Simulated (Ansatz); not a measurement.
Ga2S3:
```cif
data_Ga4S6
_chemical_formula_sum 'Ga4 S6'
_space_group_name_H-M_alt 'Imm2'
_space_group_IT_number 44
_space_group_name_Hall 'I 2 -2'
_cell_length_a 3.67593
_cell_length_b 11.13282
_cell_length_c 5.35869
_cell_angle_alpha 90.000
_cell_angle_beta 90.000
_cell_angle_gamma 90.000
loop_
_atom_site_label
_atom_site_type_symbol
_atom_site_symmetry_multiplicity
_atom_site_Wyckoff_symbol
_atom_site_fract_x
_atom_site_fract_y
_atom_site_fract_z
_atom_site_occupancy
Ga1 Ga 4 d 0.00000 0.15921 0.00702 1
S1 S 4 d 0.00000 0.33400 0.24244 1
S2 S 2 a 0.00000 0.00000 0.25108 1
```
(The calculation used a cell of 5 atoms; values per cell refer to that cell.)

Relaxed with r²SCAN. The program Ansatz at the r²SCAN level (PAW) gives a gap of 1.95 eV.

**Question.** What gap does HSE06 give on the same cell (Ansatz, PAW)?

**Answer.** 2.59 eV, 0.64 eV more. The hybrid was solved on a coarser mesh and at special points; the gap given is the minimum over both.

Cost on shared cores: the r²SCAN run (SCF on a 9×9×9 mesh, then bands and DOS) around 8 core-minutes (rough), the HSE06 run (SCF on 5×5×5, then a few points) about 8 core-minutes (a rough figure); the tasks are unlike.

The workflow started from a Materials Project entry (that database holds measured and hypothetical structures alike); the Crystallography Open Database copy checked does not list it. COD files the formula under space group No. 9. Whether it is the stable phase at ambient conditions was not checked. The cell was relaxed with r²SCAN under the symmetry of its start; whether a distortion lowers the energy is not shown. Spin–orbit coupling is left out wherever it is not named.

Potentials: the later of the program's two PAW sets.
